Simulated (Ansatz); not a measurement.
A relaxed cell of Al4O is given with its symmetry left out. The cell was found from a structure generator's guess, not taken from experiment.

Computed with DFT PBE, scalar-relativistic, plane waves, PAW in Ansatz 0.2.0. Cutoff 420 eV, Γ-centred mesh, Gaussian smearing, no spin polarisation.

```cif
data_structure
_symmetry_space_group_name_H-M 'P 1'
_symmetry_Int_Tables_number 1
_cell_length_a 3.7854
_cell_length_b 3.7854
_cell_length_c 5.9251
_cell_angle_alpha 90.000
_cell_angle_beta 90.000
_cell_angle_gamma 90.000
_cell_volume 84.90
loop_
_atom_site_label
_atom_site_type_symbol
_atom_site_fract_x
_atom_site_fract_y
_atom_site_fract_z
_atom_site_occupancy
Al1 Al 0.50000 0.00000 0.27052 1
Al2 Al 0.00000 0.50000 0.72948 1
Al3 Al 0.50000 0.00000 0.72948 1
Al4 Al 0.00000 0.50000 0.27052 1
O1 O 0.00000 0.00000 0.00000 1
```

Formation energies are uncorrected and refer to the elements' standard structures at the same level (O₂ as a molecule).

Task: Find its symmetry and describe it.

Result: P4/mmm (No. 123). Conventional cell: a = 3.785 Å, c = 5.925 Å. Al is surrounded by 2 O at 2.48 Å, 5 Al at 2.68–2.72 Å and 1 Al at 3.21 Å; O is surrounded by 8 Al at 2.48 Å.

Task: How far does it lie from the elements in energy?

Result: +0.05 eV/atom. It can't be a ground state, since the elements alone are lower.

Task: Is it a metal?

Result: Yes, bands cross the Fermi level on the 10×10×6 mesh.

Task: From what recipe could a structure generator have reached it?

Result: One such recipe: ordered vacancies on the anion sites of antifluorite (P4/mmm, No. 123). Other recipes can lead to the same cell.

The last run used a 10×10×6 mesh (in the run's order of axes) for its 5-atom cell and Gaussian smearing of 0.10 eV. A structure relaxed within its symmetry needn't be a true minimum.
